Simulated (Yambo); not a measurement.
SnS$_{2}$ monolayer: lowest vertical excitons

```xyz
3
Lattice="3.6651 0.0000 0.0000 -1.8326 3.1741 0.0000 0.0000 0.0000 15.9000" Properties=species:S:1:pos:R:3 pbc="T T T"
S      1.8326     1.0580    -1.4838
S      0.0000     2.1161     1.4838
Sn     0.0000     0.0000     0.0000
```

The layer was cut from Materials Project entry mp-1170 and relaxed with PBE+D3(BJ) in a cell 15.9 Å high, with the Coulomb interaction truncated along z.

BSE in Yambo on norm-conserving PBE (stringent potentials; Quantum ESPRESSO, 102 Ry, without SOC) bands: 18×18×1 mesh, 5 valence and 4 conduction bands, static screening with 52 bands and a 3 Ry block, scissor 1.56 eV, Tamm-Dancoff, stochastic integration of W near q = 0; field along x.

| state | energy (eV) | states within 2 meV | relative strength | class | main transitions |
|---|---|---|---|---|---|
| 1 | 2.45 | 1 | < 0.01 | dark | VB → CB (92 %) |
| 2 | 2.50 | 2 | < 0.01 | dark | VB → CB (93 %) |
| 3 | 2.62 | 2 | < 0.01 | dark | VB−1 → CB (72 %) |
| 4 | 2.73 | 1 | < 0.01 | dark | VB−1 → CB (82 %) |
| 5 | 2.79 | 2 | 0.67 | weak | VB → CB (98 %) |
| 6 | 2.79 | 1 | < 0.01 | dark | VB → CB (98 %) |
| 7 | 2.89 | 1 | < 0.01 | dark | VB → CB (99 %) |
| 8 | 2.90 | 2 | < 0.01 | dark | VB → CB (98 %) |

These are vertical excitations (zero momentum); the indirect quasiparticle gap, about 3.09 eV, is smaller than the direct one (3.39 eV on the GW mesh). The direct quasiparticle gap on this mesh is 3.39 eV; counted from there, state 1 is bound by 0.95 eV. Convergence with the mesh was not shown.

Spin singlets only. Strengths are relative to the strongest of the lowest states of this run; strong means a line over 3 % of the spectrum's maximum, dark under 0.03 %. Absolute energies carry the error of the G0W0 scissor, whose convergence isn't established.

Spin-orbit splittings are left out.
